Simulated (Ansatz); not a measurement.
Input file for Ansatz (a first-principles code):

Ansatz 0.2 input:
```yaml
crystal:
  lattice:
    - [-1.3796151081, 1.3796151081, 2.7196186673]
    - [1.3796151081, -1.3796151081, 2.7196186673]
    - [1.3796151081, 1.3796151081, -2.7196186673]
  atoms:
    - { symbol: Cu, position: [0.0, 0.0, 0.0], spin: 0.37 }
    - { symbol: O, position: [0.5, 0.5, 0.0], spin: 0.16 }
kpoints:
  mp_grid: { grid: [21, 21, 21] }
hamiltonian:
  xc: r2scan
  pseudopotentials: { kind: paw }
magnetization: { spin_polarized: true }
scf:
  occupations: { method: gaussian, width: 0.05 }
checkpoint: { read: metal.run }
output: { write_density: true, elf: true, volumetric_format: npy }
basis: { fft_grid_basis: typed }
```

Output (shortened):

```
Pseudopotentials: kind: paw
Pseudopotential: Cu, paw, valence charge 19
Pseudopotential: O, paw, valence charge 6
Functional definition: r2SCAN
Crystal: 2 atoms, lattice volume = 20.705 Å³
Basis set: ecut = 500 eV, 517 PW (Γ), exchange–correlation on 100×100×100 points (64 copies of the dense FFT grid, shifted against one another)
Bands: 21, of which v1, the nominal top of the filled ones, is band 13 counted from 1 (12 counted from 0)
Symmetry: 16 space group operations
Space group: I4/mmm (ITA 139), of the structure as read, at distance tolerance 2.7e-5 Å
k-points: 726 of 9261
PAW frozen core: Cu, regenerated for the run's functional
PAW frozen core: O, regenerated for the run's functional
Initial density: read from a saved state, or passed on in memory by an earlier SCF of this step, an earlier step, the calling program or the single point that …
Stability of the state it starts from, as read at its close in the collinear treatment (another_mixer)
Starting moments: Σ|m| = 0.53 μB on 2 of 2 sites; this step starts from the density that it was given
Initial wavefunctions: pseudopotential atomic-orbital guess
Eigensolver: davidson
Functional: x = r2scan, c = r2scan; τ floored in thin density (d = 2e-4 eV/Å³)
iter 1 solved again at ethr=6.68e-9 eV; its pass at ethr=3.10e-3 eV (dr2=1.67e-6 eV) is discarded
SCF iter   1: F=—  HF=-7198.393554 eV  |F-HF|=—  |Δ(HF+E_count)|=         —  Δρ=1.96e-7 (↑1.70e-7 ↓1.96e-7)  dr2=7.23e-12  dr2_τ=7.82e-13  dr2_m=3.92e-12  M=0.536 μB ∫|m|=0.549 μB  β_m=1.20  ethr=6.68e-9  ⟨swp⟩=3.0  Hψ=210348  notcnv=0
all-band conjugate gradients solve this SCF's bands
preconditioner: auto → Kerker (q_TF=auto, 2.815 Å⁻¹)
spin=Collinear: Kerker preconditioning applied to the charge; magnetization (m = ρ↑ − ρ↓) channel mixes plain (no charge-response kernel on spin).
SCF iter   2: F=-7198.393554 eV  HF=-7198.393554 eV  |F-HF|=1.27e-11  |Δ(HF+E_count)|=  4.12e-10  Δρ=3.66e-7 (↑1.84e-7 ↓3.66e-7)  dr2=1.43e-11  dr2_τ=1.29e-12  dr2_m=1.15e-11  M=0.536 μB ∫|m|=0.549 μB  ethr=1.00e-12  ⟨swp⟩=5.0  Hψ=104541  notcnv=0
SCF 1 converged in 2 iterations: F = -7198.393554 eV  dr2 = 1.43e-11
Stability not checked (another_mixer)
SCF converged after 2 iterations
Magnetization: 0.5356 μB (12.7678 up, 12.2322 down)
Absolute magnetization: 0.5451 μB (∫|ρ↑−ρ↓|, with the PAW one-centre terms)
Spin contamination: 0.0036 ħ² per cell (⟨S²⟩ above its minimum at these occupations)
Per-site moments (μB) at R_I (Å): [(0.39926934591207464, 0.8048165386510606), (0.12216428077234424, 0.8048165386510606)]
Free energy (F): -7198.393554 eV
Harris-Foulkes:  -7198.393554 eV  (|F-HF|=1.27e-11)
Internal energy: -7198.392478 eV  (E = F + TS)
E sigma→0 (E₀):  -7198.393016 eV
Entropy (-TS):   -0.001077 eV (-0.538 meV/atom)
Fermi energy:    11.300830 eV
--- Per-component energies (eV) ---
  E_band       = -471.032452
  E_kinetic    = 471.944572
  E_local      = -4946.622353  (includes V_loc(G=0)·N_el)
  E_nonlocal   = 445.217940
  E_hartree    = 2148.389971
  E_xc         = -155.597967
  E_vxc        = -227.291806  (∫ρ·V_xc dr)
  E_paw        = -1837.489793  (= ΣΔE_a)
  E_vpaw       = -526.161509  (= ΣTr[D̂ρ^β])
  E_aug_tail   = 0.001209  (compensation charges beyond the density's cutoff)
  E_vtau       = 15.099401  (kinetic-family band-sum trace: ∫τ·v_τ [+ j·A + Jᵃ·Aᵃ] dr)
  E_ewald      = -3323.903008
  E_core_change = -0.333049  (= ΣΔE_core)
  E_smearing   = -0.001077  (= −TS)
  E_closure    =  0.000000  (closes the sum)
  Σ components = -7198.393554   (vs F -7198.393554, Δ=0.00e0)
  [band-id]    e_kinetic+e_local+e_nonlocal+2·e_hartree+e_vxc+e_vpaw+e_augmentation_tail+e_vtau = -471.032604   (vs E_band -471.032452, Δ=-1.51e-4)
--- Band table (eV; the first three rows and the last of 1452) ---
  k-point 0 ↑: bands = ["-105.3723", "-61.5128", "-61.5128", "-60.5198", "-9.4077", "7.5061", "7.9867", "8.2866", "8.2866", "8.3157", "8.7168", "8.7935", "8.7935", "13.6031", "27.0657", "29.5586", "29.9796", "31.1222", "31.6766", "31.6766", "36.0949"]
  k-point 1 ↑: bands = ["-105.3722", "-61.5133", "-61.5132", "-60.5198", "-9.3674", "7.3234", "7.3337", "8.3261", "8.3724", "8.4537", "8.7780", "8.7878", "9.1593", "13.8597", "26.6986", "29.6440", "29.7628", "29.8275", "32.1703", "33.2314", "35.3443"]
  k-point 2 ↑: bands = ["-105.3720", "-61.5146", "-61.5145", "-60.5197", "-9.2520", "6.4677", "7.0159", "8.0414", "8.3783", "8.7326", "8.7515", "9.2116", "9.5467", "14.5429", "25.9212", "28.3523", "29.4762", "29.8980", "33.3059", "33.5894", "35.2261"]
  k-point 725 ↓: bands = ["-104.6437", "-60.5865", "-60.5859", "-60.2782", "-8.6356", "5.4647", "7.3120", "8.1247", "8.2877", "9.4105", "9.4288", "9.8712", "9.9474", "18.1583", "19.4473", "26.5104", "30.9415", "31.0050", "37.3102", "42.2979", "43.2418"]
  band table: 21 of 21 bands, residual norms ≤ 1.0e-3 eV
```

Cost: roughly 60 core-seconds on shared cores.

The start of the workflow was typed in or built on a structure type; neither database checked (COD, Materials Project) lists it. It is not the phase usual at ambient conditions (space group No. 15). Symmetry was held in the r²SCAN relaxation; whether a distortion lowers the energy is not shown. Spin order of the final state: ferromagnetic, the only order run, not a proven ground state. The cell computed holds one magnetic atom, so no antiferromagnetic order was within reach. Other orbital occupations within this spin state were not tried. No Hubbard U is applied. The compound may be a true metal, but semilocal functionals without U, or a wrong spin order, can also close a gap.

Potentials: the later of the program's two PAW sets.

Ansatz is a plane-wave DFT program.
